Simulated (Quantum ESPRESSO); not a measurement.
TiO2 is taken in the orthorhombic space group Imma (No. 74), Pearson symbol oI24. Conventional cell: a = 5.9463 Å, b = 6.5747 Å, c = 6.5748 Å, α = 90.00°, β = 90.00°, γ = 90.00°. O1 on 8i is coordinated by 3 Ti at 1.942–2.005 Å (trigonal planar). O2 on 8h is surrounded by 3 Ti at 1.963–2.005 Å (trigonal planar). Ti1 on 4e is coordinated by 6 O at 1.942–2.005 Å (octahedral). Ti2 on 4d sees 6 O at 1.963–2.005 Å (octahedral). (Neighbours: up to the widest gap in distance over summed covalent radii, below 1.35, at either atom; cation-cation contacts left out.)
(The calculation used a cell of 12 atoms; values per cell refer to that cell.)

The geometry is that of Materials Project entry mp-1041565, symmetrised and not relaxed again.

### Question
What does norm-conserving LDA (Quantum ESPRESSO, 84 Ry, without SOC) give for the electronic structure near the Fermi level?

### Answer
The LDA gap is direct, 1.78 eV at Γ. 

This is not the ordinary phase of the substance; no match was found in the copy of COD used, and its stability was not checked.

Letters of k points follow the standard setting of the lattice, whose axes may be ordered differently from the printed cell.
